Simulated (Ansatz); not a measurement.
A geometry of SiO₂ away from equilibrium: step 2 of the relaxation of a generated cell, SiO2 built in the rutile structure type. All values below come from PBE (plane waves to 420 eV, PAW, scalar-relativistic; Ansatz, a quantum-chemistry and plane-wave program). Γ-centred k-mesh 6×6×8 on the run's cell (coarser than for final values), Fermi–Dirac smearing 0.05 eV. The plane waves were selected for a different cell earlier on the path.

```yaml
crystal:
  lattice:
    - [4.27604, 0.00000, 0.00000]
    - [0.00000, 4.27604, 0.00000]
    - [0.00000, 0.00000, 2.75468]
  atoms:
    - { symbol: Si, position: [0.00000, 0.00000, 0.00000] }
    - { symbol: Si, position: [0.50000, 0.50000, 0.50000] }
    - { symbol: O, position: [0.30557, 0.30557, 0.00000] }
    - { symbol: O, position: [0.80557, 0.19443, 0.50000] }
    - { symbol: O, position: [0.19443, 0.80557, 0.50000] }
    - { symbol: O, position: [0.69443, 0.69443, 0.00000] }
```

Task: What forces act on the atoms (eV/Å)?

Result: 
```tsv
atom	Fx	Fy	Fz
Si1	0.00	0.00	0.00
Si2	0.00	0.00	0.00
O3	0.27	0.27	0.00
O4	0.27	-0.27	0.00
O5	-0.27	0.27	0.00
O6	-0.27	-0.27	0.00
```

The path ends in P4₂/mnm (No. 136) (rutile type). No spin polarisation in the result.

The run could not lose the symmetry of its start.
